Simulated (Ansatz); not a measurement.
The start is a relaxed CdSe cell shaken by Gaussian noise of σ = 0.08 Å a coordinate. A full variable-cell relaxation at zero pressure is run with PBE (plane waves to 420 eV, PAW, scalar-relativistic; Ansatz, a quantum-chemistry and plane-wave program). The first steps use a coarse 6×6×2 k-mesh.

Initial structure:
```
CELL_PARAMETERS angstrom
      4.38287     0.00000     0.00000
     -2.19144     3.79568     0.00000
      0.00000     0.00000    14.30809
ATOMIC_POSITIONS crystal
  Cd 0.97497 0.94979 0.00165
  Cd 0.96975 0.99029 0.50405
  Cd 0.65641 0.30506 0.74404
  Cd 0.35253 0.73585 0.25470
  Se 0.02637 0.00015 0.81510
  Se 0.03552 0.00953 0.31323
  Se 0.66978 0.33261 0.55805
  Se 0.32777 0.65813 0.05922
```

### Question
By how much does the energy per atom fall from start to end?

### Answer
0.06 eV/atom.

### Question
Is the parent structure recovered?

### Answer
It relaxes back to the parent, P6₃mc (No. 186).

### Question
Is the relaxed structure metallic? Give its gap.

### Answer
0.52 eV (no spin-orbit coupling).

Final structure:

```cif
data_Cd4Se4
_chemical_formula_sum 'Cd4 Se4'
_space_group_name_H-M_alt 'P63mc'
_space_group_IT_number 186
_space_group_name_Hall 'P 6c -2c'
_cell_length_a 4.38194
_cell_length_b 4.38194
_cell_length_c 14.30981
_cell_angle_alpha 90.000
_cell_angle_beta 90.000
_cell_angle_gamma 120.000
loop_
_atom_site_label
_atom_site_type_symbol
_atom_site_symmetry_multiplicity
_atom_site_Wyckoff_symbol
_atom_site_fract_x
_atom_site_fract_y
_atom_site_fract_z
_atom_site_occupancy
Cd1 Cd 2 a 0.00000 0.00000 0.49987 1
Cd2 Cd 2 b 0.66667 0.33333 0.24993 1
Se1 Se 2 a 0.00000 0.00000 0.18742 1
Se2 Se 2 b 0.66667 0.33333 0.43774 1
```

Final values are on a 9×9×3 k-mesh of the relaxed cell. No spin polarisation in the result.

The first start was generated by placing the elements on the sites of a structure type. A measured structure of CdSe has the same space group, P6₃mc (No. 186); the sites were not compared with it.
